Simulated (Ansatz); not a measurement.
Input, command and steps of an Ansatz relaxation.

```yaml
crystal:
  lattice:
    - [2.7527908284, 0.0, 0.0]
    - [-1.3763954142, 2.3839867887, 0.0]
    - [0.0, 0.0, 4.3508626677]
  atoms:
    - { symbol: Os, position: [0.3333333333, 0.6666666667, 0.25] }
    - { symbol: Os, position: [0.6666666667, 0.3333333333, 0.75] }
basis:
  ecutwfc: 420
kpoints:
  mp_grid: { grid: [18, 18, 10] }
hamiltonian:
  xc: pbesol
scf:
  occupations: { method: gaussian, width: 0.1 }
output:
  forces: true
  stress: true
  eigenvalues: true
relax:
  adjacent_minimum: "off"
  f_tol: 0.005
  max_steps: 50
  cell: { stress_tol: 0.05 }
```

```bash
ansatz run input.yaml --threads 1 --pin off --max-ram 2560MiB --backend cpu --events-out ev --progress --plain --runs-dir out
```

Level of theory: DFT PBEsol, scalar-relativistic, plane waves, PAW (Ansatz).

Of 6 frames 6 are shown, positions in Å and forces in eV/Å; the SCF threshold varies from step to step. Steps run on the plane waves of an earlier cell, with a Pulay correction in the pressure. The basis is chosen afresh for the last frame, the zero of the energies, and at times for earlier ones too; energy and pressure step there, also at an unchanged geometry. The mark taken_back stands on steps that the optimiser undid.

```xyz
2
Lattice="2.7528 0.0000 0.0000 -1.3764 2.3840 0.0000 0.0000 0.0000 4.3509" Properties=species:S:1:pos:R:3:forces:R:3 pbc="T T T" step=1 free_energy_over_end_meV_per_atom=13.65 pressure_GPa=-11.07
Os    0.0000    1.5893    1.0877    0.0000    0.0000    0.0000
Os    1.3764    0.7947    3.2631    0.0000    0.0000    0.0000
2
Lattice="2.6666 0.0000 0.0000 -1.3333 2.3094 0.0000 0.0000 0.0000 4.2372" Properties=species:S:1:pos:R:3:forces:R:3 pbc="T T T" step=2 free_energy_over_end_meV_per_atom=77.25 pressure_GPa=31.31 taken_back
Os    0.0000    1.5396    1.0593    0.0000    0.0000    0.0000
Os    1.3333    0.7698    3.1779    0.0000    0.0000    0.0000
2
Lattice="2.7302 0.0000 0.0000 -1.3651 2.3644 0.0000 0.0000 0.0000 4.3171" Properties=species:S:1:pos:R:3:forces:R:3 pbc="T T T" step=3 free_energy_over_end_meV_per_atom=0.01 pressure_GPa=-1.33
Os    0.0000    1.5763    1.0793    0.0000    0.0000    0.0000
Os    1.3651    0.7881    3.2378    0.0000    0.0000    0.0000
2
Lattice="2.7270 0.0000 0.0000 -1.3635 2.3617 0.0000 0.0000 0.0000 4.3129" Properties=species:S:1:pos:R:3:forces:R:3 pbc="T T T" step=4 free_energy_over_end_meV_per_atom=-0.19 pressure_GPa=0.07
Os    0.0000    1.5745    1.0782    0.0000    0.0000    0.0000
Os    1.3635    0.7872    3.2347    0.0000    0.0000    0.0000
2
Lattice="2.7272 0.0000 0.0000 -1.3636 2.3618 0.0000 0.0000 0.0000 4.3132" Properties=species:S:1:pos:R:3:forces:R:3 pbc="T T T" step=5 free_energy_over_end_meV_per_atom=-0.19 pressure_GPa=0.00
Os    0.0000    1.5745    1.0783    0.0000    0.0000    0.0000
Os    1.3636    0.7873    3.2349    0.0000    0.0000    0.0000
2
Lattice="2.7272 0.0000 0.0000 -1.3636 2.3618 0.0000 0.0000 0.0000 4.3132" Properties=species:S:1:pos:R:3:forces:R:3 pbc="T T T" step=6 free_energy_over_end_meV_per_atom=0.00 pressure_GPa=0.02
Os    0.0000    1.5745    1.0783    0.0000    0.0000    0.0000
Os    1.3636    0.7873    3.2349    0.0000    0.0000    0.0000
```

The run took 28 s on 1 thread of Arm Neoverse V2, on a shared host, peak memory 0.38 GiB.

Spin–orbit coupling is left out, which can shift energies with elements as heavy as these.